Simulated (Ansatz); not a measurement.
A scan (energy over volume and axial ratio; atoms clamped) gave these values. Computed with PBEsol (plane waves to 420 eV, PAW, scalar-relativistic; Ansatz, a first-principles code).

| Property | Value |
|---|---|
| Shear modulus C′ = (C11 − C12)/2 (fit, atoms clamped) | 67 GPa |

Question: Of these crystals, all scanned alike, which one is it?
A. CaTiO₃ (cubic perovskite)
B. ZrC (rock salt)
C. Ag (fcc, Cu type)
D. SnSe (rock salt)

Answer: D, SnSe (rock salt). The others have, for the shear modulus C′ = (C11 − C12)/2: ZrC 194 GPa, CaTiO3 133 GPa, Ag 23 GPa

All were relaxed with their symmetry unable to fall. CaTiO3 is run without spin polarisation. This is a high-temperature form of CaTiO3. This is one of several known forms of SnSe; the measured ambient cells at hand have space group No. 62. ZrC is run without spin polarisation. As the smearing reaches across the gap at some points, the response to shear is sensitive to the k mesh, so small differences along c/a are uncertain.

(Under strain, the slope of the energy per volume gives the stress and its curvature an elastic modulus.)
